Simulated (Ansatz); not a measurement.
MoIr (L1₀ or tetragonal B2, P4/mmm) at seven volumes, DFT-PBE in the program Ansatz with PAW potentials, shape and atoms relaxed at each. One row is withheld.

```
V (Å³/atom)  P (GPa)
-----------  -------
13.627         36.47
14.076         22.21
14.525         10.16
14.975          0.00
15.424             ?
15.873        -15.79
16.322        -21.85
```

Fit the shown pressures and predict the withheld one.

Third-order Birch–Murnaghan: P = (3/2)B₀(x^(7/2) − x^(5/2))[1 + (3/4)(B′ − 4)(x − 1)] with x = (V₀/V)^(2/3). Least squares on the six rows gives V₀ = 14.975 Å³/atom, B₀ = 310.1 GPa, B′ = 4.66. At V = 15.424, x = 0.9805 and P = -8.55 GPa. The run itself gave -8.57 GPa.

The start of the workflow was typed in or built on a structure type; neither database checked (COD, Materials Project) lists it. COD files the formula under space group No. 51. Its standing as an ambient phase is unchecked. Symmetry was held in the PBE relaxation; its stability against distortions is not shown here. The run is not spin-polarised. Scalar-relativistic: spin–orbit coupling is off unless named, which matters more the heavier the elements.

Potentials: the later of the program's two PAW sets.
